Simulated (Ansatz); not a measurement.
A geometry of In₂Ag away from equilibrium: the start of the relaxation of a generated cell, In2Ag built in the AFLOW prototype AB2_tI6_139_a_e (C11_b, as in Si2Mo). Level of theory: PBEsol (plane waves to 420 eV, PAW, scalar-relativistic; Ansatz, a first-principles code). Γ-centred k-mesh 12×12×12 on the run's cell (coarser than for final values), Fermi–Dirac smearing 0.05 eV.

```xyz
3
Lattice="-1.9464 1.9464 4.7640 1.9464 -1.9464 4.7640 1.9464 1.9464 -4.7640" Properties=species:S:1:pos:R:3 pbc="T T T"
Ag     0.0000     0.0000     0.0000
In     0.0000     0.0000     3.1947
In     0.0000     0.0000     6.3332
```

### Question
Give the Cartesian forces on all atoms (eV/Å).

### Answer
```tsv
atom	Fx	Fy	Fz
Ag1	0.00	0.00	0.00
In2	0.00	0.00	0.20
In3	0.00	0.00	-0.20
```

### Question
What is the pressure?

### Answer
-4.4 GPa, compression positive.

No spin polarisation in the result.

The run could not lose the symmetry of its start: the end is stationary, and may be a saddle point rather than a minimum.

The end of the path is a generated cell of In2Ag: the first start was made by placing the elements on the sites of a structure type, and the end was not matched to a known phase here, so it may be hypothetical.
